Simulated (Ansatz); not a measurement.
An Ansatz (a first-principles code) run. Input:

Ansatz 0.2 input:
```yaml
crystal:
  lattice:
    - [2.706446735, 1.562567751, 4.5725979067]
    - [-2.706446735, 1.562567751, 4.5725979067]
    - [0.0, -3.125135502, 4.5725979067]
  atoms:
    - { symbol: Ta, position: [0.0004044062, 0.0004044062, 0.0004044062] }
    - { symbol: Ta, position: [0.5004044062, 0.5004044062, 0.5004044062] }
    - { symbol: O, position: [0.825015758, 0.6758835745, 0.2504670561] }
    - { symbol: O, position: [0.2504670561, 0.825015758, 0.6758835745] }
    - { symbol: O, position: [0.6758835745, 0.2504670561, 0.825015758] }
    - { symbol: O, position: [0.7504670561, 0.1758835745, 0.325015758] }
    - { symbol: O, position: [0.1758835745, 0.325015758, 0.7504670561] }
    - { symbol: O, position: [0.325015758, 0.7504670561, 0.1758835745] }
    - { symbol: Ag, position: [0.2504292052, 0.2504292052, 0.2504292052] }
    - { symbol: Ag, position: [0.7504292052, 0.7504292052, 0.7504292052] }
kpoints:
  mp_grid: { grid: [6, 6, 6] }
hamiltonian:
  xc: lda
  pseudopotentials: { kind: paw }
scf:
  occupations: { method: fixed }
elastic: { mode: relaxed_ion, stencil: two_point, amplitude: 0.005, f_tol: 0.0005 }
output: { polarization: {} }
```

Output (shortened):

```
Pseudopotential: Ta, paw, valence charge 13
Pseudopotential: O, paw, valence charge 6
Pseudopotential: Ag, paw, valence charge 19
Functional definition: SPW92
Crystal: 10 atoms, lattice volume = 116.025 Å³
Basis set: ecut = 420 eV, 2271 PW (Γ)
Bands: 60, of which v1, the nominal top of the filled ones, is band 50 counted from 1 (49 counted from 0)
Symmetry: 6 space group operations
Space group: R3c (ITA 161), of the structure as read, at distance tolerance 4.9e-5 Å
k-points: 32 of 216 (time reversal used)
SCF 1 converged in 12 iterations: F = -37618.073769 eV  dr2 = 1.17e-14
relax step   1: F+E_penalty+E_count = -37618.07376853 eV  Δ(F+E_penalty+E_count) = +0.000e0 eV  max|allowed force component| = 7.479e-4 eV/Å  Δτ_max = 0.0000 Å  (12 SCF iters, accepted)
Crystal: 10 atoms, lattice volume = 116.025 Å³
SCF 2 converged in 9 iterations: F = -37618.073769 eV  dr2 = 2.82e-14
relax step   2: F+E_penalty+E_count = -37618.07376861 eV  Δ(F+E_penalty+E_count) = -8.137e-8 eV  max|allowed force component| = 5.872e-4 eV/Å  Δτ_max = 0.0000 Å  (9 SCF iters, accepted)
Crystal: 10 atoms, lattice volume = 116.025 Å³
SCF 3 converged in 7 iterations: F = -37618.073769 eV  dr2 = 1.54e-14
relax step   3: F+E_penalty+E_count = -37618.07376865 eV  Δ(F+E_penalty+E_count) = -3.366e-8 eV  max|allowed force component| = 4.949e-4 eV/Å  Δτ_max = 0.0000 Å  (7 SCF iters, accepted)
Crystal: 10 atoms, lattice volume = 116.025 Å³
SCF 4 converged in 10 iterations: F = -37618.073769 eV  dr2 = 6.86e-17
Crystal: 10 atoms, lattice volume = 115.445 Å³
Basis set: ecut = 420 eV, 2251 PW (Γ)
Symmetry: 2 space group operations
k-points: 68 of 216 (time reversal used)
SCF 5 converged in 14 iterations: F = -37618.070179 eV  dr2 = 1.12e-14
relax step   1: F+E_penalty+E_count = -37618.07017919 eV  Δ(F+E_penalty+E_count) = +0.000e0 eV  max|allowed force component| = 3.062e-2 eV/Å  Δτ_max = 0.0000 Å  (14 SCF iters, accepted)
Crystal: 10 atoms, lattice volume = 115.445 Å³
SCF 6 converged in 11 iterations: F = -37618.070465 eV  dr2 = 5.14e-15
relax step   2: F+E_penalty+E_count = -37618.07046471 eV  Δ(F+E_penalty+E_count) = -2.855e-4 eV  max|allowed force component| = 1.750e-2 eV/Å  Δτ_max = 0.0025 Å  (11 SCF iters, accepted)
Crystal: 10 atoms, lattice volume = 115.445 Å³
SCF 7 converged in 11 iterations: F = -37618.070612 eV  dr2 = 1.81e-14
relax step   3: F+E_penalty+E_count = -37618.07061156 eV  Δ(F+E_penalty+E_count) = -1.469e-4 eV  max|allowed force component| = 5.133e-3 eV/Å  Δτ_max = 0.0037 Å  (11 SCF iters, accepted)
Crystal: 10 atoms, lattice volume = 115.445 Å³
SCF 8 converged in 11 iterations: F = -37618.070641 eV  dr2 = 2.81e-14
relax step   4: F+E_penalty+E_count = -37618.07064065 eV  Δ(F+E_penalty+E_count) = -2.908e-5 eV  max|allowed force component| = 2.607e-3 eV/Å  Δτ_max = 0.0027 Å  (11 SCF iters, accepted)
Crystal: 10 atoms, lattice volume = 115.445 Å³
SCF 9 converged in 11 iterations: F = -37618.070648 eV  dr2 = 1.00e-14
relax step   5: F+E_penalty+E_count = -37618.07064820 eV  Δ(F+E_penalty+E_count) = -7.555e-6 eV  max|allowed force component| = 7.426e-4 eV/Å  Δτ_max = 0.0023 Å  (11 SCF iters, accepted)
Crystal: 10 atoms, lattice volume = 115.445 Å³
[...]
relax step   4: F+E_penalty+E_count = -37618.07292478 eV  Δ(F+E_penalty+E_count) = -1.574e-4 eV  max|allowed force component| = 5.212e-3 eV/Å  Δτ_max = 0.0090 Å  (13 SCF iters, accepted)
Crystal: 10 atoms, lattice volume = 116.025 Å³
SCF 39 converged in 10 iterations: F = -37618.072931 eV  dr2 = 8.08e-14
relax step   5: F+E_penalty+E_count = -37618.07293116 eV  Δ(F+E_penalty+E_count) = -6.383e-6 eV  max|allowed force component| = 1.081e-3 eV/Å  Δτ_max = 0.0009 Å  (10 SCF iters, accepted)
Crystal: 10 atoms, lattice volume = 116.025 Å³
SCF 40 converged in 9 iterations: F = -37618.072931 eV  dr2 = 2.93e-14
relax step   6: F+E_penalty+E_count = -37618.07293131 eV  Δ(F+E_penalty+E_count) = -1.490e-7 eV  max|allowed force component| = 1.977e-5 eV/Å  Δτ_max = 0.0001 Å  (9 SCF iters, accepted)
Crystal: 10 atoms, lattice volume = 116.025 Å³
SCF 41 converged in 2 iterations: F = -37618.072931 eV  dr2 = 6.74e-15
SCF converged after 10 iterations
Stability not checked: this state was not tested for a lower state beside it, because too few of the mixer's solves of this state at the end of the SCF gave a …
Free energy (F): -37618.073769 eV
Harris-Foulkes:  -37618.073769 eV  (|F-HF|=1.46e-11)
Internal energy: -37618.073769 eV  (E = F + TS)
E sigma→0 (E₀):  -37618.073769 eV
Fermi energy:    12.216213 eV
--- Per-component energies (eV) ---
  E_band       = -826.917395
  E_kinetic    = 2832.210981
  E_local      = -7942.496254  (includes V_loc(G=0)·N_el)
  E_nonlocal   = 521.506423
  E_hartree    = 3243.296694
  E_xc         = -1230.911570
  E_vxc        = -1430.036398  (∫ρ·V_xc dr)
  E_paw        = -24729.124702  (= ΣΔE_a)
  E_vpaw       = -1294.710727  (= ΣTr[D̂ρ^β])
  E_aug_tail   = 0.015192  (compensation charges beyond the density's cutoff)
  E_ewald      = -10315.119481
  E_core_change = 2.548949  (= ΣΔE_core)
  E_smearing   =  0.000000  (= −TS)
  E_closure    =  0.000000  (closes the sum)
  Σ components = -37618.073769   (vs F -37618.073769, Δ=0.00e0)
--- Forces (eV/Å), atoms counted from 1 ---
  atom   1  Ta     0.00000000     0.00000000     0.00049489
  atom   2  Ta     0.00000000     0.00000000     0.00049489
  atom   3  O      0.00001319    -0.00007422    -0.00017372
  atom   4  O      0.00005768     0.00004853    -0.00017372
  atom   5  O     -0.00007087     0.00002569    -0.00017372
  atom   6  O      0.00007087     0.00002569    -0.00017372
  atom   7  O     -0.00001319    -0.00007422    -0.00017372
  atom   8  O     -0.00005768     0.00004853    -0.00017372
  atom   9  Ag     0.00000000     0.00000000     0.00002619
  atom  10  Ag     0.00000000     0.00000000     0.00002619
  max |Σ_I F_I| component: 1.61e-7 eV/Å
--- Stress (GPa, compression-positive) ---
       -0.008221       0.000000       0.000000
        0.000000      -0.008221       0.000000
        0.000000       0.000000       0.006726
  P = ⅓ Tr σ = -0.0032 GPa (-0.032 kbar)
--- Band table (eV; the first three rows and the last of 32) ---
  k-point 0: bands = ["-76.7658", "-76.7657", "-55.9287", "-55.9263", "-40.3795", "-40.3795", "-40.3779", "-40.3779", "-40.3675", "-40.3658", "-22.6002", "-22.6002", "-22.5810", "-22.4982", "-22.4982", "-22.4726", "-6.3332", "-5.4174", "-5.4174", "-4.3323", …
  k-point 1: bands = ["-76.7658", "-76.7657", "-55.9285", "-55.9264", "-40.3794", "-40.3794", "-40.3780", "-40.3780", "-40.3674", "-40.3659", "-22.5936", "-22.5935", "-22.5739", "-22.5055", "-22.5052", "-22.4801", "-6.2122", "-5.3554", "-5.3523", "-4.4722", …
  k-point 2: bands = ["-76.7658", "-76.7657", "-55.9281", "-55.9269", "-40.3791", "-40.3791", "-40.3783", "-40.3783", "-40.3671", "-40.3662", "-22.5757", "-22.5751", "-22.5543", "-22.5251", "-22.5241", "-22.5002", "-5.8750", "-5.1824", "-5.1703", "-4.8708", …
  k-point 31: bands = ["-76.7657", "-76.7657", "-55.9275", "-55.9275", "-40.3787", "-40.3787", "-40.3787", "-40.3787", "-40.3667", "-40.3667", "-22.5497", "-22.5497", "-22.5497", "-22.5497", "-22.5283", "-22.5283", "-5.4198", "-5.4198", "-4.9030", "-4.9030", …
--- Elastic constants: 3 strain directions × 2 members + reference (group order 6) ---
  dense FFT box of the reference and of every strained cell: 40×40×40
  strains applied: 11, 33, 23; error gains …
  reference relaxed by the batch: 3 steps …
  largest displacement 5.7e-5 Å; the constants are those of the deck's cell at these positions:
  atoms:
    - { symbol: Ta, position: [0.0004034077541075549, 0.0004034077541075549, 0.0004034077541075549] }
    - { symbol: Ta, position: [0.5004034077541075, 0.5004034077541075, 0.5004034077541075] }
    - { symbol: O, position: [0.8250170000013067, 0.6758718480606105, 0.25047574945884554] }
    - { symbol: O, position: [0.25047574945884543, 0.8250170000013067, 0.6758718480606106] }
    - { symbol: O, position: [0.6758718480606104, 0.2504757494588452, 0.8250170000013065] }
    - { symbol: O, position: [0.7504757494588452, 0.17587184806061051, 0.3250170000013065] }
    - { symbol: O, position: [0.17587184806061051, 0.3250170000013065, 0.7504757494588452] }
    - { symbol: O, position: [0.3250170000013065, 0.7504757494588452, 0.1758718480606105] }
    - { symbol: Ag, position: [0.2504319947251299, 0.2504319947251299, 0.2504319947251299] }
    - { symbol: Ag, position: [0.7504319947251298, 0.7504319947251298, 0.7504319947251298] }
  C = ∂σ_k/∂η_j (tension-positive GPa; Voigt order 11 22 33 23 13 12):
       339.042    155.803    177.616    -36.960      0.000      0.000
       155.803    339.042    177.616     36.960      0.000      0.000
       177.563    177.563    287.907      0.000      0.000      0.000
       -36.858     36.858      0.000     75.518      0.000      0.000
         0.000      0.000      0.000      0.000     75.518    -36.858
         0.000      0.000      0.000      0.000    -36.960     91.619
  reference stress σ⁰ (GPa):      0.008      0.008     -0.007      0.000      0.000      0.000
  moduli (Voigt/Reuss/Hill, GPa): K = 220.88/220.35/220.62   G = 78.86/65.06/71.96   E = 194.72   ν = 0.353
  mechanically stable: yes (min eigenvalue of sym C = 45.79 GPa)
  e, the proper piezoelectric tensor (elastic.mode: relaxed_ion; C/m²; rows x y z; Voigt order 11 22 33 23 13 12):
       0.00000    0.00000    0.00000    0.00000   -0.00807    0.01886
       0.01886   -0.01886    0.00000   -0.00807    0.00000    0.00000
       0.10758    0.10758   -0.14405    0.00000    0.00000    0.00000
  ±, each entry's uncertainty from the finite density of the strings (C/m²), an estimate: the size of the correction for it that the entry includes:
       0.00000    0.00000    0.00000    0.00000    0.00001    0.00002
       0.00002    0.00002    0.00000    0.00001    0.00000    0.00000
       0.00075    0.00075    0.00097    0.00000    0.00000    0.00000
  strain η (Voigt 11):  stress-route row diagonal C_11 = 339.04 GPa, energy-path curvature d²(F+E_count+ΔE)/dδ²/Ω₀ = 338.86 GPa
         δ    σ_11 (GPa)             F (eV)   n_scf  n_hpsi   n_pw
    -5.000e-3      -1.7026      -37618.0706487       2   28762   2275   relax 6 steps, max|allowed force component| 4.56e-4 eV/Å
     5.000e-3       1.6878      -37618.0707127       2   28743   2302   relax 6 steps, max|allowed force component| 1.36e-4 eV/Å
  strain η (Voigt 33):  stress-route row diagonal C_33 = 287.91 GPa, energy-path curvature d²(F+E_count+ΔE)/dδ²/Ω₀ = 288.06 GPa
         δ    σ_33 (GPa)             F (eV)   n_scf  n_hpsi   n_pw
    -5.000e-3      -1.4525      -37618.0711027       2   13537   2275   relax 5 steps, max|allowed force component| 3.36e-5 eV/Å
     5.000e-3       1.4266      -37618.0708894       2   13540   2296   relax 3 steps, max|allowed force component| 4.38e-4 eV/Å
  strain η (Voigt 23):  stress-route row diagonal C_44 = 75.52 GPa, energy-path curvature d²(F+E_count+ΔE)/dδ²/Ω₀ = 75.52 GPa
         δ    σ_23 (GPa)             F (eV)   n_scf  n_hpsi   n_pw
    -5.000e-3      -0.3699      -37618.0730217       2   28848   2286   relax 5 steps, max|allowed force component| 1.66e-4 eV/Å
     5.000e-3       0.3853      -37618.0729313       2   28837   2286   relax 6 steps, max|allowed force component| 1.98e-5 eV/Å
--- Formal polarisation (Berry phase): one branch of a lattice of values; only differences between neighbouring runs are physical ---
  axis  mesh            electronic          ionic      p = total  spread (rad)  least overlap  resolved gap  δp at fixed H ≤   (phases in cycles; p mod 1 …
  b1    6×6×6          -0.04416877    43.54327957    43.49911081      0.000476         0.9276        1.7720           1.7e-5
  b2    6×6×6          -0.04416877    43.54327957    43.49911081      0.000476         0.9276        1.7720           1.7e-5
  b3    6×6×6          -0.04416877    43.54327957    43.49911081      0.000476         0.9276        1.7720           1.7e-5
  quantum along a1:   0.04773540 e/Å² =    76.480541 µC/cm²
  quantum along a2:   0.04773540 e/Å² =    76.480541 µC/cm²
  quantum along a3:   0.04773540 e/Å² =    76.480541 µC/cm²
  P = (  0.00000000,   0.00000000,   5.14294693) e/Å² = (    0.000000,     0.000000,  8239.909395) µC/cm²  (mod the quanta)
```

Cost: around 22 core-minutes (rough) on shared cores.

Space group R-3c. The workflow started from an entry of the Crystallography Open Database (COD); the relaxed space group is not among those it files for this formula. COD files the formula under space group No. 161, so this cell is another polymorph or a model. Its standing as an ambient phase is unchecked. The LDA relaxation kept the symmetry of its start; phonons on a q-mesh show no instability. The run is not spin-polarised. Point labels and valley counts follow the cell and symmetry of the run, lower than the named group. Scalar-relativistic: spin–orbit coupling is off unless named, which matters more the heavier the elements.

Potentials: the later of the program's two PAW sets.

Ansatz is a plane-wave DFT program.
